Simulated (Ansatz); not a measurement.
ZrB2:
```yaml
crystal:
  lattice:
    - [3.13274, 0.00000, 0.00000]
    - [-1.56637, 2.71303, 0.00000]
    - [0.00000, 0.00000, 3.48868]
  atoms:
    - { symbol: Zr, position: [0.00000, 0.00000, 0.00000] }
    - { symbol: B, position: [0.33333, 0.66667, 0.50000] }
    - { symbol: B, position: [0.66667, 0.33333, 0.50000] }
```

Relaxed with LDA. Special points in fractions of this cell's reciprocal vectors: Γ (0.000, 0.000, 0.000); M (0.500, 0.000, 0.000); K (0.333, 0.333, 0.000); A (0.000, 0.000, 0.500); L (0.500, 0.000, 0.500); H (0.333, 0.333, 0.500).

Q: List the band energies nearest the Fermi level at these points for plane-wave PAW LDA (Ansatz code).

A: In eV from the Fermi level; about four levels below and three above (degenerate sets whole), none deeper than 8.9 eV; points with the same levels are listed once.

| k | below | above |
|---|---|---|
| Γ | -2.69 -2.69 -2.67 -2.27 | 3.55 3.55 4.34 4.34 |
| M | -8.34 -4.00 -3.07 -2.78 | 2.32 2.40 5.15 |
| K | -7.66 -7.66 -7.04 -2.52 -2.52 | 1.63 1.63 3.25 |
| A | -7.02 -0.97 -0.97 | 0.33 0.33 0.80 0.80 |
| L | -6.91 -4.72 -4.23 -1.85 | 3.91 4.37 5.56 |
| H | -8.78 -8.78 -4.91 -2.64 -2.64 | 4.27 6.40 6.40 |

Space group P6/mmm. Symmetry was held in the LDA relaxation; of distortions, only those at the zone centre were tested. No spin polarisation was allowed. Scalar-relativistic: spin–orbit coupling is off unless named, which matters more the heavier the elements.

Potentials: the later of the program's two PAW sets.
